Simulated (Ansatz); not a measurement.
Consider the following.

ZnCu2SnS4:
Space group I-4 (No. 82); a = b = 5.3735 Å, c = 10.7539 Å, α = β = γ = 90.00°

```csv
atom,site,symmetry,x,y,z
Cu,2a,-4..,0.0000,0.0000,0.0000
Cu,2c,-4..,0.0000,0.5000,0.2500
Zn,2d,-4..,0.5000,0.0000,0.2500
Sn,2b,-4..,0.0000,0.0000,0.5000
S,8g,1,0.2596,0.2686,0.3701
```
(The calculation used a cell of 8 atoms; values per cell refer to that cell.)

This is the PBEsol-relaxed structure.

Task: All from the program Ansatz at the PBEsol level (PAW), unless another level is named. Give the formation energy from the elements (no fitted shifts).

Result: -0.48 eV/atom.

Task: And the hole effective mass with spin–orbit coupling?

Result: 0.032, 0.32, 0.32 mₑ (principal values).

Task: And the HSE06 gap on the PBEsol cell?

Result: 1.26 eV.

Task: What about the band gap?

Result: 0.11 eV (direct).

Task: Next, the valence-band maximum?

Result: at Γ.

Symmetry was held in the PBEsol relaxation. The run is not spin-polarised. The references are the lowest solids computed at this level, not always the standard phases. Scalar-relativistic: spin–orbit coupling is off unless named, which matters more the heavier the elements.

Potentials: the later of the program's two PAW sets.
